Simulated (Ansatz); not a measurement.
AlNi (rock salt, space group No. 225) at seven volumes, plane-wave PAW PBE (Ansatz code), scaled uniformly. One row is withheld.

| V (Å³/atom) | P (GPa) |
|---|---|
| 13.030 | 12.77 |
| 13.460 | 7.82 |
| 13.889 | 3.60 |
| 14.319 | 0.01 |
| 14.749 | ? |
| 15.178 | -5.66 |
| 15.608 | -7.87 |

### Question
Fit the shown pressures and predict the withheld one.

### Answer
P = (3/2)B₀(x^(7/2) − x^(5/2))[1 + (3/4)(B′ − 4)(x − 1)] with x = (V₀/V)^(2/3). Least squares on the six rows gives V₀ = 14.320 Å³/atom, B₀ = 110 GPa, B′ = 4.33. At V = 14.749, x = 0.9805 and P = -3.05 GPa. The run itself gave -3.05 GPa.

Space group Fm-3m (rock salt). The start of the workflow was typed in or built on a structure type; neither database checked (COD, Materials Project) lists it. It is not the phase usual at ambient conditions (space group No. 221). Symmetry was held in the PBE relaxation; its stability against distortions is not shown here. The workflow began spin-polarised and lost its moments.

Potentials: the earlier of the program's two PAW sets.
